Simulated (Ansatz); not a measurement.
Structure relaxation, NbP

The start is a relaxed NbP cell displaced along its unstable phonon at q = (0, ½, 0) of its primitive reciprocal cell (52i cm⁻¹), largest move 0.15 Å. The cell and all atomic positions are relaxed at zero pressure with PBE (plane waves to 420 eV, PAW, scalar-relativistic; Ansatz, an electronic-structure program). First-step values are on the input's coarse k-mesh.

Ansatz input (later rounds restart from its end on a renewed k-mesh):
Ansatz 0.2 input:
```yaml
crystal:
  lattice:
    - [3.5827917862, 0, 0]
    - [0, 9.7601483334, 0]
    - [-1.7870456355, 0, 4.2730906334]
  atoms:
    - { symbol: Nb, position: [0.8125272453, 0.1275187803, 0.6251300689] }
    - { symbol: Nb, position: [0.8143637097, 0.6224812197, 0.6287751581] }
    - { symbol: Nb, position: [0.1688695704, 0.3751307793, 0.3379455723] }
    - { symbol: Nb, position: [0.2042394746, 0.8748692207, 0.4081492007] }
    - { symbol: P, position: [0.1169415235, 0.1196038592, 0.233073512] }
    - { symbol: P, position: [0.1186567293, 0.6303961408, 0.2364603532] }
    - { symbol: P, position: [0.8656836284, 0.3747198234, 0.7326181534] }
    - { symbol: P, position: [0.8987181188, 0.8752801766, 0.7978479814] }
basis: { ecutwfc: 420, ecutrho_ratio: 4, xc_grid: 2, fft_grid_basis: typed }
kpoints: { mp_grid: { grid: [10, 4, 8] } }
hamiltonian:
  xc: pbe
  dispersion: none
  pseudopotentials: { kind: paw }
scf: { occupations: { method: fermi_dirac, width: 0.05 } }
relax: { f_tol: 0.01, max_steps: 100, cell: { stress_tol: 0.02 } }
output: { forces: true, stress: true }
```

Task: What is the largest force in the starting geometry, and on which atom (counted from 1)?

Result: 0.11 eV/Å, on Nb3 (atoms numbered as listed).

Task: How much energy is released per atom?

Result: 0.01 eV/atom.

Task: How does the volume per atom move from start to end?

Result: -2.1 %, from 18.68 to 18.29 Å³/atom.

Task: Is the parent structure recovered?

Result: It does not go back: it reaches Amm2 (No. 38), 0.01 eV/atom below the parent.

Task: How do the shortest distances between atoms change?

Result: The closest pairs of elements (up to four, under 3.6 Å), start → end: Nb–P 2.45 → 2.39 Å; P–P 3.02 → 2.73 Å; Nb–Nb 3.19 → 3.10 Å.

Task: What does it relax into? Give the structure.

Result: 
```cif
data_Nb8P8
_chemical_formula_sum 'Nb8 P8'
_space_group_name_H-M_alt 'Amm2'
_space_group_IT_number 38
_space_group_name_Hall 'A 2 -2'
_cell_length_a 9.67504
_cell_length_b 3.55772
_cell_length_c 8.50042
_cell_angle_alpha 90.000
_cell_angle_beta 90.000
_cell_angle_gamma 90.000
loop_
_space_group_symop_operation_xyz
  'x, y, z'
  '-x, -y, z'
  '-x, y, z'
  'x, -y, z'
  'x, y+1/2, z+1/2'
  '-x, -y+1/2, z+1/2'
  '-x, y+1/2, z+1/2'
  'x, -y+1/2, z+1/2'
loop_
_atom_site_label
_atom_site_type_symbol
_atom_site_symmetry_multiplicity
_atom_site_Wyckoff_symbol
_atom_site_fract_x
_atom_site_fract_y
_atom_site_fract_z
_atom_site_occupancy
Nb1 Nb 4 c 0.25344 0.00000 0.18419 1
Nb2 Nb 2 b 0.50000 0.50000 0.37001 1
Nb3 Nb 2 a 0.00000 0.00000 0.76060 1
P1 P 4 c 0.23503 0.00000 0.88449 1
P2 P 2 b 0.50000 0.50000 0.66732 1
P3 P 2 a 0.00000 0.00000 0.06298 1
```
(The calculation used a cell of 8 atoms; values per cell refer to that cell.)

Final values are on a 5×14×14 k-mesh of the relaxed cell. No spin polarisation in the result.

The relaxed structure here is a generated cell of NbP: the first start was made by placing the elements on the sites of a structure type, and the end was not matched to a known phase here, so it may be hypothetical.
